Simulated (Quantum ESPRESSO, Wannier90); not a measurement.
## BiClO (P4/nmm), plane waves to Wannier functions

```xyz
6
Lattice="3.8934 0.0000 0.0000 0.0000 3.8934 0.0000 0.0000 0.0000 7.4932" Properties=species:S:1:pos:R:3 pbc="T T T"
Bi     0.0000     1.9467    -1.2566
Bi     1.9467     0.0000     1.2566
Cl     1.9467     0.0000    -2.5958
Cl     0.0000     1.9467     2.5958
O      0.0000     0.0000     0.0000
O      1.9467     1.9467     0.0000
```

Structure: Materials Project mp-22939, symmetrised, not relaxed again. COD (Crystallography Open Database) has an entry of this formula and space group (matched by these alone). Method: PBEsol plane waves in Quantum ESPRESSO 7.5 (PseudoDojo norm-conserving files, 68 Ry, spinors with spin-orbit coupling), Bloch states on a 4×4×4 mesh through Γ, Wannier90 4.0.1. Density: 8×8×4 mesh, cold smearing 0.01 Ry.

A tight-binding model is made by disentanglement and projection with no localisation steps (num_iter = 0), so the 48 orbitals stay atom-like: hydrogen-like Bi: s;p; Cl: s;p; O: s;p, axes along x, y, z; frozen window up to 3.69 eV relative to the valence-band maximum. It follows pw.x to 2.4 meV rms for states up to 3.2 eV relative to the valence-band maximum. Matrix elements depend on this choice of orbitals and windows.

Question: What are the on-site energies relative to the valence-band maximum, and how fast do the hoppings decay?

Answer: 
```tsv
atom	orbitals	energy (eV)
Bi1	s↑ s↓	-6.62
Bi1	pz↑ pz↓	3.42
Bi1	px↑ px↓ py↑ py↓	3.82
Bi2	s↑ s↓	-6.62
Bi2	pz↑ pz↓	3.42
Bi2	px↑ px↓ py↑ py↓	3.82
Cl3	s↑ s↓	-13.02
Cl3	pz↑ pz↓	-1.22
Cl3	px↑ px↓ py↑ py↓	-1.26
Cl4	s↑ s↓	-13.02
Cl4	pz↑ pz↓	-1.22
Cl4	px↑ px↓ py↑ py↓	-1.26
O5	s↑ s↓	-16.31
O5	pz↑ pz↓	-2.22
O5	px↑ px↓ py↑ py↓	-2.26
O6	s↑ s↓	-16.31
O6	pz↑ pz↓	-2.22
O6	px↑ px↓ py↑ py↓	-2.26
```

```
distance of the centres (Å)  largest modulus (eV)
---------------------------  --------------------
2–3                                           1.6
3–4                                          0.71
4–5                                         0.032
5–6                                         0.081
6–7                                         0.030
```

Effective spin-orbit constants λ of λ L·S, from the same-site elements px↑–py↑ (λ/2) and dx2-y2↑–dxy↑ (λ), where they are among the larger elements: Bi2 p 1.8 eV, Bi1 p 1.8 eV.
